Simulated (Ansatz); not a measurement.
HfO2:
Space group P4₂/nmc, origin choice 1 (No. 137); a = b = 3.537 Å, c = 5.103 Å, α = β = γ = 90.00°

```csv
atom,site,symmetry,x,y,z
Hf,2a,-4m2,0.0000,0.0000,0.0000
O,4d,2mm.,0.0000,0.5000,0.2036
```

Relaxed with LDA.

Problem. Which orbitals make up the states near the band edges in plane-wave PAW LDA (Ansatz code)?

Solution. Top 1 eV of the valence band: O 2p 91 %, Hf 5d 6 %. Bottom 1 eV of the conduction band: Hf 5d 84 %, O 2p 11 %. Projections are on Löwdin-orthogonalised atomic valence shells; empty p or d shells of many metals are not among them.

Problem. Tabulate the density of states.

Solution. States/eV per cell of 6 atoms, in 0.25 eV bins, energy from the valence-band maximum.

| E (eV) | total | O 2p | Hf 5d | O 2s |
|---|---|---|---|---|
| -7.85 | 0.00 | 0.00 | 0.00 | 0.00 |
| -7.60 | 0.00 | 0.00 | 0.00 | 0.00 |
| -7.35 | 0.00 | 0.00 | 0.00 | 0.00 |
| -7.10 | 0.00 | 0.00 | 0.00 | 0.00 |
| -6.85 | 0.00 | 0.00 | 0.00 | 0.00 |
| -6.60 | 0.00 | 0.00 | 0.00 | 0.00 |
| -6.35 | 0.00 | 0.00 | 0.00 | 0.00 |
| -6.10 | 0.02 | 0.01 | 0.01 | 0.00 |
| -5.85 | 0.32 | 0.20 | 0.09 | 0.00 |
| -5.60 | 0.84 | 0.54 | 0.22 | 0.01 |
| -5.35 | 1.12 | 0.74 | 0.28 | 0.01 |
| -5.10 | 1.61 | 1.08 | 0.39 | 0.02 |
| -4.85 | 2.90 | 1.96 | 0.76 | 0.02 |
| -4.60 | 6.20 | 4.24 | 1.72 | 0.03 |
| -4.35 | 6.10 | 4.21 | 1.67 | 0.03 |
| -4.10 | 4.19 | 3.03 | 0.90 | 0.04 |
| -3.85 | 6.62 | 4.90 | 1.33 | 0.07 |
| -3.60 | 3.26 | 2.51 | 0.53 | 0.04 |
| -3.35 | 5.03 | 3.92 | 0.75 | 0.09 |
| -3.10 | 3.84 | 3.05 | 0.51 | 0.06 |
| -2.85 | 3.43 | 2.80 | 0.40 | 0.05 |
| -2.60 | 2.34 | 1.89 | 0.27 | 0.06 |
| -2.35 | 2.27 | 1.84 | 0.27 | 0.06 |
| -2.10 | 3.74 | 3.08 | 0.41 | 0.08 |
| -1.85 | 4.78 | 4.04 | 0.48 | 0.07 |
| -1.60 | 4.74 | 4.03 | 0.47 | 0.06 |
| -1.35 | 5.18 | 4.43 | 0.51 | 0.06 |
| -1.10 | 6.82 | 5.89 | 0.67 | 0.05 |
| -0.85 | 5.37 | 4.74 | 0.44 | 0.04 |
| -0.60 | 5.97 | 5.39 | 0.37 | 0.05 |
| -0.35 | 6.59 | 6.09 | 0.29 | 0.04 |
| -0.10 | 2.71 | 2.57 | 0.06 | 0.01 |
| 0.15 | 0.00 | 0.00 | 0.00 | 0.00 |
| 0.40 | 0.00 | 0.00 | 0.00 | 0.00 |
| 0.65 | 0.00 | 0.00 | 0.00 | 0.00 |
| 0.90 | 0.00 | 0.00 | 0.00 | 0.00 |
| 1.15 | 0.00 | 0.00 | 0.00 | 0.00 |
| 1.40 | 0.00 | 0.00 | 0.00 | 0.00 |
| 1.65 | 0.00 | 0.00 | 0.00 | 0.00 |
| 1.90 | 0.00 | 0.00 | 0.00 | 0.00 |
| 2.15 | 0.00 | 0.00 | 0.00 | 0.00 |
| 2.40 | 0.00 | 0.00 | 0.00 | 0.00 |
| 2.65 | 0.00 | 0.00 | 0.00 | 0.00 |
| 2.90 | 0.00 | 0.00 | 0.00 | 0.00 |
| 3.15 | 0.00 | 0.00 | 0.00 | 0.00 |
| 3.40 | 0.00 | 0.00 | 0.00 | 0.00 |
| 3.65 | 0.00 | 0.00 | 0.00 | 0.00 |
| 3.90 | 0.00 | 0.00 | 0.00 | 0.00 |
| 4.15 | 0.00 | 0.00 | 0.00 | 0.00 |
| 4.40 | 0.00 | 0.00 | 0.00 | 0.00 |
| 4.65 | 0.23 | 0.03 | 0.19 | 0.00 |
| 4.90 | 0.90 | 0.11 | 0.73 | 0.01 |
| 5.15 | 5.26 | 0.50 | 4.53 | 0.07 |
| 5.40 | 8.38 | 1.07 | 6.89 | 0.11 |
| 5.65 | 8.62 | 1.20 | 7.11 | 0.05 |
| 5.90 | 7.68 | 0.87 | 6.62 | 0.03 |
| 6.15 | 0.92 | 0.08 | 0.83 | 0.00 |
| 6.40 | 0.00 | 0.00 | 0.00 | 0.00 |
| 6.65 | 0.04 | 0.00 | 0.00 | 0.01 |
| 6.90 | 0.09 | 0.00 | 0.00 | 0.03 |
| 7.15 | 0.16 | 0.01 | 0.01 | 0.05 |
| 7.40 | 1.25 | 0.07 | 0.60 | 0.23 |
| 7.65 | 6.69 | 0.39 | 4.09 | 1.09 |
| 7.90 | 4.59 | 0.41 | 2.82 | 0.64 |
| 8.15 | 4.29 | 0.49 | 2.73 | 0.51 |
| 8.40 | 2.54 | 0.36 | 1.61 | 0.26 |
| 8.65 | 2.23 | 0.35 | 1.43 | 0.21 |
| 8.90 | 2.50 | 0.45 | 1.62 | 0.19 |
| 9.15 | 4.86 | 0.98 | 3.24 | 0.22 |

Space group P4_2/nmc. This is a known high-temperature phase of the composition, computed here at zero pressure and temperature. The cell was relaxed with LDA under the symmetry of its start; phonons on a q-mesh show no instability. The run is not spin-polarised. Spin–orbit coupling is left out wherever it is not named.

Potentials: the earlier of the program's two PAW sets.
